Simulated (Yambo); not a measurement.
```
SiO2
1.0
    5.06907     0.00000     0.00000
   -2.53453     4.38994     0.00000
    0.00000     0.00000     8.55849
O Si
8 4
Direct
  0.00000   0.42126   0.00000
  0.57874   0.00000   0.50000
  0.57874   0.57874   0.00000
  0.00000   0.57874   0.50000
  0.42126   0.00000   0.00000
  0.42126   0.42126   0.50000
  0.66667   0.33333   0.75000
  0.33333   0.66667   0.25000
  0.66667   0.33333   0.93713
  0.33333   0.66667   0.43713
  0.66667   0.33333   0.56287
  0.33333   0.66667   0.06287
```

The geometry is that of Materials Project entry mp-559091, symmetrised and not relaxed again.

Question: Where are the main features of Im ε from RPA with local fields on PBEsol bands (Yambo; 6×6×2 mesh, 143 bands, 3 Ry local-field block, 0.2 eV broadening; field along x)?

Answer: Peaks at 9.9 eV (2.2), 11.1 eV (1.8), 11.8 eV (1.9), 15.2 eV (1.9), 16.2 eV (1.6), heights in brackets. Structure narrower than a few tenths of an eV can come from the finite k mesh. Convergence of the RPA response with its 6×6×2 mesh was not tested. No excitonic effects at this level. 

This is not the ordinary phase of the substance; no match was found in the copy of COD used, and its stability was not checked.
